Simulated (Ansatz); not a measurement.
**Notes on BaZrO$_{3}$**

```yaml
crystal:
  lattice:
    - [4.17529, 0.00000, 0.00000]
    - [0.00000, 4.17529, 0.00000]
    - [0.00000, 0.00000, 4.17529]
  atoms:
    - { symbol: O, position: [0.00000, 0.50000, 0.50000] }
    - { symbol: O, position: [0.50000, 0.00000, 0.50000] }
    - { symbol: O, position: [0.50000, 0.50000, 0.00000] }
    - { symbol: Ba, position: [0.00000, 0.00000, 0.00000] }
    - { symbol: Zr, position: [0.50000, 0.50000, 0.50000] }
```

Method: r2SCAN, spin-orbit coupling; PAW, plane waves to 500 eV, 6×6×6 Γ-centred mesh, gaussian occupations (width 0.1515 eV) (Ansatz 0.2.0), atoms fixed.

The state carries no moments; the state need not be the lowest.

Q: Which element gives electrons and which takes them?

A: Bader charges in e: Ba +1.57, Zr +2.64, O -1.41. In the mean Zr gives up most and O takes most.

Q: Are the atoms at rest?

A: The forces vanish by the symmetry of the sites.

Q: What is the band gap?

A: The gap is 3.76 eV, indirect (the least direct gap found is 3.92 eV).

Q: What does the stress say?

A: The pressure is 3.6 GPa (compression positive), so with the atoms held at these fractions the cell would first expand.

Q: Which orbitals make up the band edges?

A: Within 0.7 eV of the edges, the states project mainly on O p (96 %) below the gap and on Zr d (92 %) above it.

Origin: a database entry at a rescaled volume. Caveats: wide smearing.
